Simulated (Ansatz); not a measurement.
The relaxed structure here is a generated cell of Nb: the first start was made by placing the elements on the sites of a structure type, and the end was not matched to a known phase here, so it may be hypothetical. Known forms of Nb include space group No. 229.

A relaxed cell of Nb (I4₁/amd (No. 141)), relaxed on a k-mesh at least as fine as the one used below. All values below come from PBE (plane waves to 420 eV, PAW, scalar-relativistic; Ansatz, a quantum-chemistry and plane-wave program). Γ-centred k-mesh 13×13×13 on the run's cell (coarser than for final values), Fermi–Dirac smearing 0.05 eV.

```
CELL_PARAMETERS angstrom
     -5.19616     5.19616     2.84170
      0.00000     0.00000     2.84170
      0.00000     5.19616     0.00000
ATOMIC_POSITIONS crystal
  Nb 0.00000 0.25000 0.50000
  Nb 0.50000 0.25000 0.50000
  Nb 0.00000 0.00000 0.00000
  Nb 0.50000 0.00000 0.00000
```

The atoms are displaced along an unstable phonon of this cell by (Å):

```
atom     ux      uy     uz
----  -----  ------  -----
Nb1   0.000   0.150  0.000
Nb2   0.000  -0.150  0.000
Nb3   0.000   0.150  0.000
Nb4   0.000  -0.150  0.000
```

### Question
What forces (eV/Å) and pressure result?

### Answer
```json
[
 {"atom": "Nb1", "Fx": "0.00", "Fy": "0.58", "Fz": "0.08"},
 {"atom": "Nb2", "Fx": "0.00", "Fy": "-0.58", "Fz": "0.08"},
 {"atom": "Nb3", "Fx": "0.00", "Fy": "0.58", "Fz": "-0.08"},
 {"atom": "Nb4", "Fx": "0.00", "Fy": "-0.58", "Fz": "-0.08"}
]
```

Pressure -0.8 GPa.

### Question
Estimate the energy cost of the displacement in the harmonic approximation and compare with the calculation.

### Answer
For a harmonic well ΔE = −½ Σ F·u = -0.173 eV a cell, or -43 meV/atom. The calculated energy relative to the undisplaced cell is -0.05 eV/atom, so the harmonic estimate holds well.

The undisplaced cell is probably no minimum: from this displacement the run went on to Pnma (No. 62), 0.49 eV/atom below it.

No spin polarisation in the result.
